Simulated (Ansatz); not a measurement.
Task: Each is relaxed and computed with PBEsol (plane waves, PAW; program Ansatz). Which is the only metal?
A. SnC, wurtzite
B. B4C, Cm (Pearson symbol mS30)
C. Co2C, P-3m1 (C on 1a, Co on 2d)
D. Al3BC3, P6_3cm (Pearson symbol hP42)

Result: C, Co2C, P-3m1 (C on 1a, Co on 2d). Co2C: metal; B4C: gap 2.82 eV (indirect); SnC: gap 0.96 eV (direct); Al3BC3: gap 1.64 eV (indirect). Constructed cells (a structure type filled with these elements, in neither database checked): Co2C, P-3m1 (C on 1a, Co on 2d). Typed or built starts, not in the databases checked: SnC, wurtzite. Standing as an ambient phase not checked: B4C, Cm (Pearson symbol mS30); Al3BC3, P6_3cm (Pearson symbol hP42). Began spin-polarised and lost the moments: Co2C, P-3m1 (C on 1a, Co on 2d). All cells were relaxed under the symmetry of their starts (and spin orders); stability against distortions was not tested throughout. Spin–orbit coupling is left out wherever it is not named.

Potentials: the earlier of the program's two PAW sets. The files were generated under PBE; for other functionals the program regenerates the frozen cores, and for LDA and PBEsol the local potential too.
